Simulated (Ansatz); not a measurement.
ZrS$_{2}$:
```
ZrS2
1.0
    3.63504     0.00000     0.00000
   -1.81752     3.14804     0.00000
    0.00000     0.00000     5.71961
Zr S
1 2
Direct
  0.00000   0.00000   0.00000
  0.66667   0.33333   0.74470
  0.33333   0.66667   0.25530
```

Relaxed with PBE+D3(BJ).

Problem. Map the electron localisation function on the plane through (0.000, 0.000, 0.000) spanned by u = [0, 0, 1] and v = [1, -1, 0] in lattice vectors, from DFT-PBE+D3(BJ) in the program Ansatz with PAW potentials.

Solution. x is the fraction of u, y of v (the angle between them is 90°; rows are the nearest grid lines); atoms in the plane: Zr at (0.00, 0.00), S at (0.74, 0.67), S at (0.26, 0.33).
```
|027873000000000000000000378720|
|248873000000000000000000378842|
|888631000000000001234431137898|
|765310011000000013567775323577|
|221000011000000136789998642222|
|100000000000001479999999997531|
|311000000000002689998767898753|
|421000000000003799995113788864|
|531000000000003799983001588875|
|421100000000002699996324788864|
|321122222110001489998778898753|
|223567888775300026889999887532|
|235788999988620003577888765322|
|357898877899984100011222221123|
|468887423699996200000000001124|
|578885100389997300000000000135|
|468887311599997300000000000124|
|357898767899986200000000000113|
|135799999999974100000000000001|
|222246899987631000000110000122|
|775323577765310000000110013567|
|898731134432100000000000136888|
|248873000000000000000000378842|
|027873000000000000000000378720|
```
Scale: ten equal steps from 0.006 (start of '0') to 0.907 (end of '9'), in the order '0123456789'; x runs from 0.000 to 1.00, y from 0.000 (bottom) to 1.00 (top).

The density is the valence pseudo-density with augmentation charge, so density and ELF within about 1 Å of a nucleus are not all-electron values.

Space group P-3m1 (CdI2 type). The cell was relaxed with PBE+D3(BJ) under the symmetry of its start. No spin polarisation was allowed.

Potentials: the later of the program's two PAW sets.
